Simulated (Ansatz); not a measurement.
Input:

Ba$_{2}$TaBiO$_{6}$:
Space group R-3, hexagonal axes (No. 148); a = b = 6.0940 Å, c = 14.7172 Å, α = β = 90.00°, γ = 120.00°

```tsv
atom	site	symmetry	x	y	z
Ba	6c	3.	0.0000	0.0000	0.2511
Ta	3b	-3.	0.0000	0.0000	0.5000
Bi	3a	-3.	0.0000	0.0000	0.0000
O	18f	1	0.1285	0.3633	0.0888
```
(The calculation used a cell of 10 atoms; values per cell refer to that cell.)

This is the r²SCAN-relaxed structure.

### Question
All from plane-wave PAW r²SCAN (Ansatz code), unless another level is named. Predict the electron effective mass.

### Answer
0.30, 0.57, 1.3 mₑ (principal values).

### Question
Give the formation energy from the elements (no fitted shifts).

### Answer
-2.74 eV/atom.

### Question
What about the HSE06 gap on the r²SCAN cell?

### Answer
3.62 eV.

### Question
Next, the electron effective mass with spin–orbit coupling?

### Answer
0.32, 0.44, 1.00 mₑ (principal values).

The first step of the workflow began from a Materials Project structure, measured or hypothetical; the Crystallography Open Database copy checked does not list it. Whether it is the stable phase at ambient conditions was not checked. The cell was relaxed with r²SCAN under the symmetry of its start; its stability against distortions is not shown here. No spin polarisation was allowed. The references are the lowest solids computed at this level, not always the standard phases (solids in place of the gases). Spin–orbit coupling is left out wherever it is not named.

Potentials: the later of the program's two PAW sets.
